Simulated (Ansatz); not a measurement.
Sr2MnO4:
```xyz
14
Lattice="2.6512 -6.2103 0.0000 2.6512 6.2103 0.0000 0.0000 0.0000 5.3018" Properties=species:S:1:pos:R:3 pbc="T T T"
Sr     2.6512     1.7942     0.0000
Sr     2.6512    -1.7942     0.0000
Mn     0.0000     0.0000     0.0000
O      1.3256     0.0000     3.9764
O      3.9768     0.0000     3.9764
O      2.6512     4.2715     0.0000
O      2.6512    -4.2715     0.0000
Sr     2.6512    -4.4161     2.6509
Sr     2.6512     4.4161     2.6509
Mn     2.6512     0.0000     2.6509
O      3.9768     0.0000     1.3255
O      1.3256     0.0000     1.3255
O      2.6512    -1.9388     2.6509
O      2.6512     1.9388     2.6509
```
Starting moments (μB, in the order of the atoms Sr Sr Mn O O O O Sr Sr Mn O O O O): 0.0 0.0 2.5 0.0 0.0 0.0 0.0 0.0 0.0 -2.5 0.0 0.0 0.0 0.0.

Relaxed with PBEsol. Special points in fractions of this cell's reciprocal vectors: Γ (0.000, 0.000, 0.000); Y (-0.500, 0.500, 0.000); C0 (-0.296, 0.704, 0.000); Σ0 (0.296, 0.296, 0.000); Z (0.000, 0.000, 0.500); A0 (0.296, 0.296, 0.500); E0 (-0.296, 0.704, 0.500); T (-0.500, 0.500, 0.500); S (0.000, 0.500, 0.000); R (0.000, 0.500, 0.500).

Question: List the band energies nearest the valence-band maximum at these points for DFT-PBEsol in the program Ansatz with PAW potentials.

Answer: In eV from the valence-band maximum; about four levels below and three above (degenerate sets whole), none deeper than 8.9 eV; points with the same levels are listed once.

| k | below | above |
|---|---|---|
| Γ ↑ | -0.64 -0.51 -0.19 -0.18 | 0.65 1.78 1.89 |
| Y ↑ | -0.64 -0.51 -0.01 0.00 | 0.65 1.83 2.10 |
| C0 ↑ | -0.78 -0.55 -0.39 -0.19 | 1.76 1.87 1.89 |
| Z ↑ | -0.68 -0.49 -0.39 -0.33 | 1.75 1.78 1.86 |
| A0 ↑ | -0.89 -0.31 -0.27 -0.04 | 1.42 1.69 1.94 |
| T ↑ | -0.70 -0.53 -0.49 -0.16 | 1.75 1.81 1.96 |
| S ↑ | -0.83 -0.54 -0.36 -0.27 | 1.77 1.84 1.85 |
| R ↑ | -0.97 -0.96 -0.30 -0.29 -0.01 | 1.33 1.60 1.95 |

Space group I4/mmm. The workflow started from an entry of the Crystallography Open Database (COD). Whether it is the stable phase at ambient conditions was not checked. The PBEsol relaxation kept the symmetry of its start, as lowered by the spin order; its stability against distortions is not shown here. Magnetic state: antiferromagnetic, chosen from 5 collinear starts compared on coarse meshes (ties went to the first, and starts can fall back to one state), not a proven ground state. No Hubbard U is applied. Point labels and valley counts follow the cell and symmetry of the run, lower than the named group. Spin–orbit coupling is left out wherever it is not named.

Potentials: the later of the program's two PAW sets.
